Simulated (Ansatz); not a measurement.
Given:

Relaxed InSb (zinc blende):

```yaml
crystal:
  lattice:
    - [0.00000, 6.63461, 6.63461]
    - [3.31730, 3.31730, 6.63461]
    - [3.31730, 3.31730, 0.00000]
  atoms:
    - { symbol: Sb, position: [0.00000, 0.75000, 0.75000] }
    - { symbol: Sb, position: [0.50000, 0.75000, 0.75000] }
    - { symbol: In, position: [0.00000, 0.00000, 0.00000] }
    - { symbol: In, position: [0.50000, 0.00000, 0.00000] }
```

A phonon eigenvector at X = (0.5, 0.5, 0.0) is frozen into this cell: atom i moves by Q times the vector below, so Q is the largest atomic displacement, in Å. The cell is held. It is one choice among 2 degenerate patterns. (q is in reciprocal vectors of the primitive cell; the cell shown is doubled to hold the pattern.)

```tsv
atom	x	y	z
Sb1	0.000	1.000	0.000
Sb2	0.000	-1.000	0.000
In3	-0.884	0.000	0.000
In4	0.884	0.000	0.000
```

Method: PBE (plane waves to 420 eV, PAW, scalar-relativistic; Ansatz, a first-principles code). k mesh 12×12×12 (Γ-centred), Fermi-Dirac smearing 0.05 eV. Energies are smeared free energies. With partly filled bands, energies and forces of such displacements shift with the k mesh and the smearing. At this level the bands of InSb touch or barely overlap; measurements give the solid a gap. InSb was relaxed with its symmetry unable to fall. Spin-orbit coupling is left out, though Sb is heavy. ΔE is measured from the undisplaced structure.

The scan covers Q from -0.180 to 0.180 Å in 13 points.

**Question.** Is this a single well or a double well?

**Answer.** A single well with its minimum at or next to zero displacement.

**Question.** Which space group does the distorted structure have?

**Answer.** C222_1 (No. 20), lowered from F-43m.

**Question.** What is the energy change at Q = 0.180 Å?

**Answer.** 641 meV/cell.

**Question.** What harmonic wavenumber does the curvature at Q = 0 give?

**Answer.** 158 cm⁻¹.

(A displaced cell: forces are minus the slopes of the energy, force constants its curvatures, and phonons follow from these.)
